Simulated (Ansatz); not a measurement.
Polymorphs of Ga2BiAs, each relaxed with r²SCAN in the plane-wave PAW code Ansatz:

A: R3m
a = b = 4.2494 Å, c = 20.9102 Å, α = β = 90.00°, γ = 120.00°

```tsv
atom	site	symmetry	x	y	z
Ga	3a	3m	0.0000	0.0000	0.8825
Ga	3a	3m	0.0000	0.0000	0.3682
Bi	3a	3m	0.0000	0.0000	0.4994
As	3a	3m	0.0000	0.0000	0.9999
```

B: P-4m2
a = 4.239 Å, b = 4.239 Å, c = 6.042 Å, α = 90.00°, β = 90.00°, γ = 90.00°

```tsv
atom	site	symmetry	x	y	z
Ga	2g	2mm.	0.0000	0.5000	0.2744
Bi	1a	-4m2	0.0000	0.0000	0.0000
As	1c	-4m2	0.5000	0.5000	0.5000
```

Order them by energy per atom at 0 K (lowest first) at the level r²SCAN.

B (+0 meV/atom), A (+10 meV/atom)

Standing as an ambient phase not checked: A; B. All cells were relaxed under the symmetry of their starts (and spin orders); stability against distortions was not tested throughout. Scalar-relativistic: spin–orbit coupling is off unless named, which matters more the heavier the elements.

Energies hold the estimated change up to a 700 eV cutoff; steps of a few meV lie near the error of the meshes.

Potentials: the later of the program's two PAW sets.
